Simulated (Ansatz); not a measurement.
# Structure optimisation: cobalt, diamond

Theory: DFT, PBEsol, plane waves (420 eV) with PAW, scalar-relativistic (Ansatz 0.2.0). The PAW files were generated under PBE, with cores re-solved for the functional.

k-point mesh 11×11×11, Fermi-Dirac smearing 0.05 eV, starting moments 1.70 ×2 μB. Cell and atoms relax.

Starting structure:

```
Co
1.0
     0.00000    2.46343    2.46343
     2.46343    0.00000    2.46343
     2.46343    2.46343    0.00000
Co
2
Direct
  0.12500 0.12500 0.12500
  0.87500 0.87500 0.87500
```

Problem. The pressure at the start is -5.8 GPa. By how much does the volume change?

Solution. From 14.95 to 14.26 Å³ per atom, -4.6 %. The final cell has a = 4.850 Å.

Problem. How much energy does the relaxation gain?

Solution. 13.2 meV per atom.

Path of the relaxation (the plane waves are chosen anew near the end, which can shift the energy a little):

| step | E − E(final) (meV/atom) | V (Å³/atom) | P (GPa) | max force (eV/Å) |
| --- | --- | --- | --- | --- |
| 0 | 13.22 | 14.949 | -5.81 | 0.000 |
| 1 | 2.52 | 14.572 | -2.85 | 0.000 |
| 2 | -0.53 | 14.227 | 0.41 | 0.000 |
| 3 | -0.54 | 14.269 | -0.02 | 0.000 |
| 4 | 0.01 | 14.269 | -0.06 | 0.000 |
| 5 | 0.00 | 14.264 | 0.00 | 0.000 |
| 6 | 0.00 | 14.264 | 0.00 | 0.000 |

Problem. Which magnetic state does it end in?

Solution. ferromagnetic, net 0.35 μB per atom; moments 0.35 ×2 μB.
